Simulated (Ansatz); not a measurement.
## Relaxing an invented CaSb structure

These are results of Ansatz 0.2.0, DFT PBE, scalar-relativistic, plane waves, PAW, not measurements. Cutoff 420 eV, Gaussian smearing, Γ-centred meshes. Cell and atoms relax first on a coarse mesh and then on a finer one. In between, the cell is made exact in the group found at 0.06 Å. In metals the finer mesh still leaves noise of several meV/atom or more. The steps can't lower the symmetry of their start. No spin polarisation.

A trial structure of CaSb was built thus: random cell by space group and Wyckoff sites (P6/mmm, No. 191). The dimensions are guesses.

```
CELL_PARAMETERS angstrom
4.88755 0.00000 0.00000
-2.44378 4.23275 0.00000
0.00000 0.00000 5.49643
ATOMIC_POSITIONS crystal
Ca 0.00000 0.00000 0.20964
Ca 0.00000 0.00000 0.79036
Sb 0.33333 0.66667 0.50000
Sb 0.66667 0.33333 0.50000
```

The zero of energy is the elements' standard structures at the same level; no fitted shifts are applied.

Q: Where does the relaxation end?

A: The symmetry stays P6/mmm (No. 191). The volume per atom grows by 55.1 %, from 28.4 to 44.1 Å³. The shortest distance goes from 2.30 Å (Ca–Ca) to 2.99 Å (Sb–Sb). The ratio c/a of the conventional cell changes by a factor of 1.31. The energy falls by about 0.66 eV/atom (the start's value is from the coarse mesh). Conventional cell: a = 5.170 Å, c = 7.618 Å. Around Ca lie 1 Ca at 3.44 Å, 6 Sb at 3.45 Å and 1 Ca at 4.17 Å; Sb is surrounded by 3 Sb at 2.99 Å and 6 Ca at 3.45 Å.

```cif
data_structure
_symmetry_space_group_name_H-M 'P6/mmm'
_symmetry_Int_Tables_number 191
_cell_length_a 5.1704
_cell_length_b 5.1704
_cell_length_c 7.6180
_cell_angle_alpha 90.000
_cell_angle_beta 90.000
_cell_angle_gamma 120.000
_cell_volume 176.37
loop_
_atom_site_label
_atom_site_type_symbol
_atom_site_symmetry_multiplicity
_atom_site_Wyckoff_symbol
_atom_site_fract_x
_atom_site_fract_y
_atom_site_fract_z
_atom_site_occupancy
Ca1 Ca 2 e 0.00000 0.00000 0.27395 1
Sb1 Sb 2 d 0.33333 0.66667 0.50000 1
```

Q: Give its energy and gap.

A:

- Formation energy: −0.17 eV/atom
- Gap on the 12×12×6 mesh of the 4-atom cell: 0 eV (a metal)

It lies below the elements, which doesn't yet make it stable against other compounds or structures.

The last run used Gaussian smearing of 0.10 eV. Spin–orbit coupling, which can matter for Sb, is left out. A structure relaxed within its symmetry needn't be a true minimum.
